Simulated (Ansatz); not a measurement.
B₆As:
```cif
data_As6B36
_chemical_formula_sum 'B36 As6'
_space_group_name_H-M_alt 'R-3m :H'
_space_group_IT_number 166
_space_group_name_Hall '-R 3 2"'
_cell_length_a 6.13225
_cell_length_b 6.13225
_cell_length_c 11.89551
_cell_angle_alpha 90.000
_cell_angle_beta 90.000
_cell_angle_gamma 120.000
loop_
_atom_site_label
_atom_site_type_symbol
_atom_site_symmetry_multiplicity
_atom_site_Wyckoff_symbol
_atom_site_fract_x
_atom_site_fract_y
_atom_site_fract_z
_atom_site_occupancy
B1 B 18 h 0.20656 0.10328 0.11838 1
B2 B 18 h 0.15034 0.30067 0.02793 1
As1 As 6 c 0.00000 0.00000 0.39964 1
```
(The calculation used a cell of 14 atoms; values per cell refer to that cell.)

Relaxed with r²SCAN.

Question: Which orbitals make up the states near the band edges in plane-wave PAW r²SCAN (Ansatz code)?

Answer: Top 1 eV of the valence band: B 2p 79 %, As 4p 15 %. Bottom 1 eV of the conduction band: B 2p 48 %, As 4p 33 %, B 2s 8 %, As 4s 6 %. Projections are on Löwdin-orthogonalised atomic valence shells; empty p or d shells of many metals are not among them.

Question: Tabulate the density of states.

Answer: States/eV per cell of 14 atoms, in 0.25 eV bins, energy from the valence-band maximum.

```csv
E (eV),total,B 2p,As 4p,B 2s
-7.85,1.16,0.74,0.12,0.28
-7.60,5.26,3.45,0.34,1.38
-7.35,2.72,1.78,0.25,0.63
-7.10,3.06,2.03,0.26,0.69
-6.85,3.09,2.00,0.32,0.69
-6.60,3.75,2.36,0.45,0.85
-6.35,3.97,2.50,0.51,0.85
-6.10,3.33,2.15,0.40,0.68
-5.85,5.71,3.53,0.79,1.22
-5.60,3.82,2.59,0.32,0.74
-5.35,3.61,2.36,0.39,0.64
-5.10,1.79,1.15,0.23,0.32
-4.85,1.75,1.17,0.21,0.29
-4.60,2.50,1.75,0.33,0.37
-4.35,2.35,1.57,0.51,0.24
-4.10,3.29,2.07,0.93,0.24
-3.85,3.34,2.00,1.04,0.25
-3.60,4.03,2.34,1.32,0.30
-3.35,3.34,1.96,1.06,0.28
-3.10,5.71,3.72,1.34,0.57
-2.85,6.20,4.52,0.87,0.74
-2.60,6.57,4.87,1.10,0.51
-2.35,5.59,4.31,0.85,0.37
-2.10,7.85,6.30,1.07,0.41
-1.85,6.51,4.96,1.07,0.41
-1.60,5.97,4.42,1.12,0.38
-1.35,6.13,4.36,1.42,0.30
-1.10,7.80,5.86,1.46,0.41
-0.85,5.41,4.13,1.00,0.24
-0.60,4.27,3.30,0.75,0.18
-0.35,5.05,4.15,0.62,0.24
-0.10,1.04,0.92,0.06,0.05
0.15,0.00,0.00,0.00,0.00
0.40,0.00,0.00,0.00,0.00
0.65,0.00,0.00,0.00,0.00
0.90,0.00,0.00,0.00,0.00
1.15,0.00,0.00,0.00,0.00
1.40,0.00,0.00,0.00,0.00
1.65,0.00,0.00,0.00,0.00
1.90,0.00,0.00,0.00,0.00
2.15,0.00,0.00,0.00,0.00
2.40,0.00,0.00,0.00,0.00
2.65,0.00,0.00,0.00,0.00
2.90,0.02,0.01,0.01,0.00
3.15,0.45,0.19,0.16,0.05
3.40,1.25,0.51,0.49,0.11
3.65,1.84,0.85,0.64,0.14
3.90,2.90,1.74,0.71,0.17
4.15,3.51,2.06,0.85,0.23
4.40,3.30,1.99,0.65,0.31
4.65,1.92,1.20,0.22,0.26
4.90,4.16,2.69,0.38,0.57
5.15,6.76,4.40,0.65,0.85
5.40,4.25,2.59,0.65,0.48
5.65,4.23,2.47,0.67,0.54
5.90,3.12,1.78,0.43,0.40
6.15,3.18,1.81,0.41,0.42
6.40,5.08,2.50,0.81,0.88
6.65,4.57,2.20,0.66,0.93
6.90,4.33,2.01,0.74,0.86
7.15,6.70,3.20,1.19,1.21
7.40,4.26,2.20,0.66,0.75
7.65,3.90,1.94,0.59,0.72
```

The workflow started from a Materials Project entry (that database holds measured and hypothetical structures alike); the Crystallography Open Database copy checked does not list it. Whether it is the stable phase at ambient conditions was not checked. The r²SCAN relaxation kept the symmetry of its start; whether a distortion lowers the energy is not shown. Scalar-relativistic: spin–orbit coupling is off unless named, which matters more the heavier the elements.

Potentials: the later of the program's two PAW sets.
